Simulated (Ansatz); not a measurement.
**Question.** Sn (β-Sn type, I4_1/amd) is relaxed with PBE+D3(BJ) (plane waves, PAW; program Ansatz). What lattice parameters of the conventional cell result?

**Answer.** a = 5.879 Å, c = 3.149 Å.

The PBE+D3(BJ) relaxation kept the symmetry of its start. The pairwise dispersion correction was not fitted to metals. Axis ratios of metals converge slowly with the k-mesh, so a and c are less sure than the volume. Scalar-relativistic: spin–orbit coupling is off unless named, which matters more the heavier the elements.

Potentials: the later of the program's two PAW sets.
